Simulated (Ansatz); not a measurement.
Method: DFT PBE, scalar-relativistic, plane waves, PAW in Ansatz 0.2.0. Settings: cutoff 420 eV, Γ-centred meshes spaced at most about 0.3 Å⁻¹, and about 0.25 Å⁻¹ or finer for metals (2π included), Gaussian smearing. No spin polarisation in the final relaxations.

These are static total energies at zero pressure. All come from trial cells, and lower structures may exist.

Question: Order these relaxed structures of Ga2GeO3 by energy, lowest first, with the energy over the lowest of them.
A.

Space group R-3m:H (No. 166). a = 5.816 Å, b = 5.816 Å, c = 8.025 Å, α = 90.00°, β = 90.00°, γ = 120.00°
```json
{"atom": "Ga", "site": "6c", "symmetry": "3m", "x": "0.3333", "y": "0.6667", "z": "0.3302"}
{"atom": "Ge", "site": "3a", "symmetry": "-3m", "x": "0.0000", "y": "0.0000", "z": "0.0000"}
{"atom": "O", "site": "9d", "symmetry": ".2/m", "x": "0.3333", "y": "0.1667", "z": "0.1667"}
```

B.

Space group P-4m2 (No. 115). a = 3.072 Å, b = 3.072 Å, c = 7.704 Å, α = 90.00°, β = 90.00°, γ = 90.00°
```
atom  site  symmetry       x       y       z
  Ga    2g      2mm. 0.0000  0.5000  0.6578
  Ge    1a      -4m2  0.0000  0.0000  0.0000
   O    1b      -4m2  0.5000  0.5000  0.0000
   O    2g      2mm. 0.0000  0.5000  0.3928
```

C.

Space group P6/mmm (No. 191). a = 5.506 Å, b = 5.506 Å, c = 2.789 Å, α = 90.00°, β = 90.00°, γ = 120.00°
```json
{"atom": "Ga", "site": "2c", "symmetry": "-6m2", "x": "0.3333", "y": "0.6667", "z": "0.0000"}
{"atom": "Ge", "site": "1b", "symmetry": "6/mmm", "x": "0.0000", "y": "0.0000", "z": "0.5000"}
{"atom": "O", "site": "3g", "symmetry": "mmm", "x": "0.5000", "y": "0.0000", "z": "0.5000"}
```

D.

Space group Cmmm (No. 65). a = 4.365 Å, b = 8.988 Å, c = 4.438 Å, α = 90.00°, β = 90.00°, γ = 90.00°
```json
{"atom": "Ga", "site": "4j", "symmetry": "m2m", "x": "0.5000", "y": "0.8695", "z": "0.5000"}
{"atom": "Ge", "site": "2a", "symmetry": "mmm", "x": "0.0000", "y": "0.0000", "z": "0.0000"}
{"atom": "O", "site": "4j", "symmetry": "m2m", "x": "0.0000", "y": "0.8386", "z": "0.5000"}
{"atom": "O", "site": "2b", "symmetry": "mmm", "x": "0.5000", "y": "0.0000", "z": "0.0000"}
```

Answer: C (0 meV/atom), D (67 meV/atom), B (78 meV/atom), A (97 meV/atom). Forms: C P6/mmm; D Cmmm; B P-4m2; A R-3m. Counting O atoms around Ga and Ge (those within 1.25 times the shortest such distance or 1.15 times the sum of covalent radii; a plus sign parts nearer from farther groups; the shortest distance is added where it is long for a bond): C has Ga 6, Ge 6 from 2.8 Å; D has Ga 1+2, Ge 2+4; B has Ga 5, Ge 4; A has Ga 3, Ge 6.

For metals, differences of a few meV/atom aren't resolved. Weakly bound directions are ill-defined at this level, which has no dispersion term (Cmmm), and this can change margins and order among such cells. Cells relaxed within their symmetry can be saddle points. Some structure types and database cells were kept out of the candidates from the start, so a known form may be missing.
